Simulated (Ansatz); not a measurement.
NbIr (L1₀ or tetragonal B2, P4/mmm) at seven volumes, PBEsol (plane waves, PAW; program Ansatz), shape and atoms relaxed at each. One row is withheld.

```tsv
V (Å³/atom)	P (GPa)
14.158	32.55
14.624	19.91
15.091	9.15
15.558	0.00
16.024	-7.79
16.491	?
16.958	-19.97
```

Q: Fit the shown pressures and predict the withheld one.

A: P = (3/2)B₀(x^(7/2) − x^(5/2))[1 + (3/4)(B′ − 4)(x − 1)] with x = (V₀/V)^(2/3). Least squares on the six rows gives V₀ = 15.558 Å³/atom, B₀ = 280 GPa, B′ = 4.41. At V = 16.491, x = 0.9619 and P = -14.35 GPa. The run itself gave -14.39 GPa.

The workflow started from an entry of the Crystallography Open Database (COD). Whether it is the stable phase at ambient conditions was not checked. The PBEsol relaxation kept the symmetry of its start; of distortions, only those at the zone centre were tested. No spin polarisation was allowed. Scalar-relativistic: spin–orbit coupling is off unless named, which matters more the heavier the elements.

Potentials: the later of the program's two PAW sets.
